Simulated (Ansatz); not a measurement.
Ga₂W:
Space group Fddd, origin choice 1 (No. 70); a = 5.0151 Å, b = 8.4113 Å, c = 8.8143 Å, α = β = γ = 90.00°

| atom | site | symmetry | x | y | z |
|---|---|---|---|---|---|
| Ga | 16f | .2. | 0.0000 | 0.1665 | 0.0000 |
| W | 8b | 222 | 0.5000 | 0.5000 | 0.5000 |
(The calculation used a cell of 6 atoms; values per cell refer to that cell.)

Relaxed with PBE.

Q: Which orbitals make up the states near the Fermi level in the program Ansatz at the PBE level (PAW)?

A: Within 0.5 eV of the Fermi level: W 5d 66 %, Ga 4p 28 %. Projections are on Löwdin-orthogonalised atomic valence shells; empty p or d shells of many metals are not among them.

Q: Tabulate the density of states.

A: States/eV per cell of 6 atoms, in 0.25 eV bins, energy from the Fermi level.

```tsv
E (eV)	total	W 5d	Ga 4p	Ga 4s
-7.85	1.45	0.14	0.58	0.60
-7.60	1.25	0.14	0.49	0.52
-7.35	1.17	0.15	0.46	0.47
-7.10	1.29	0.18	0.50	0.49
-6.85	1.56	0.24	0.58	0.62
-6.60	2.03	0.37	0.69	0.86
-6.35	1.98	0.46	0.62	0.80
-6.10	1.46	0.36	0.47	0.56
-5.85	1.31	0.33	0.43	0.48
-5.60	1.18	0.27	0.42	0.40
-5.35	1.32	0.30	0.47	0.42
-5.10	1.81	0.48	0.57	0.60
-4.85	1.87	0.51	0.62	0.58
-4.60	1.96	0.56	0.67	0.56
-4.35	1.43	0.43	0.51	0.38
-4.10	1.32	0.39	0.53	0.28
-3.85	1.83	0.57	0.79	0.31
-3.60	2.49	0.82	1.13	0.34
-3.35	2.92	1.04	1.31	0.35
-3.10	2.33	0.91	0.96	0.29
-2.85	2.31	1.02	0.86	0.29
-2.60	3.16	1.56	1.12	0.30
-2.35	3.74	1.99	1.24	0.30
-2.10	3.41	1.99	1.06	0.22
-1.85	3.92	2.36	1.26	0.17
-1.60	5.02	3.16	1.47	0.22
-1.35	6.82	4.26	2.08	0.28
-1.10	6.06	3.55	2.06	0.27
-0.85	6.63	3.97	2.28	0.21
-0.60	5.25	3.36	1.57	0.17
-0.35	4.00	2.51	1.23	0.13
-0.10	2.93	1.89	0.85	0.09
0.15	1.61	1.14	0.38	0.05
0.40	1.23	0.94	0.21	0.05
0.65	2.45	1.97	0.36	0.06
0.90	3.91	3.23	0.50	0.08
1.15	5.15	4.48	0.44	0.11
1.40	1.35	1.19	0.09	0.03
1.65	0.00	0.00	0.00	0.00
1.90	0.00	0.00	0.00	0.00
2.15	0.14	0.03	0.04	0.04
2.40	1.62	0.76	0.42	0.22
2.65	4.59	2.77	1.16	0.36
2.90	3.61	2.15	0.86	0.40
3.15	4.97	2.83	0.97	0.95
3.40	4.35	2.15	1.02	0.91
3.65	4.23	1.67	1.21	0.98
3.90	4.21	1.43	1.37	0.97
4.15	2.77	0.85	0.91	0.54
4.40	2.57	0.77	0.69	0.52
4.65	3.09	0.80	0.81	0.67
```

The start of the workflow was typed in or built on a structure type; neither database checked (COD, Materials Project) lists it. Whether it is the stable phase at ambient conditions was not checked. The PBE relaxation kept the symmetry of its start; whether a distortion lowers the energy is not shown. The run is not spin-polarised. Axis ratios of metals converge slowly with the k-mesh, so a and c are less sure than the volume. Scalar-relativistic: spin–orbit coupling is off unless named, which matters more the heavier the elements.

Potentials: the later of the program's two PAW sets.
